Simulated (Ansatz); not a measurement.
ZnCu$_{2}$SnS$_{4}$ (I-4), relaxed and computed with several functionals in Ansatz (plane waves, PAW).

```tsv
functional	a (Å)	c (Å)	V (Å³/atom)	gap (eV)	B₀ by P(V) fit (GPa)
LDA	5.317	10.643	18.81	0.14	88.0
r²SCAN	5.414	10.821	19.82	0.47	77.1
HSE06	5.452	10.881	20.21	1.44	70.4
```

All cells were relaxed under the symmetry of their starts (and spin orders); stability against distortions was not tested throughout. Rows with no word on spin ran without spin polarisation. Scalar-relativistic: spin–orbit coupling is off unless named, which matters more the heavier the elements.

Potentials: the later of the program's two PAW sets.

Ansatz (a first-principles code) is a plane-wave DFT program.
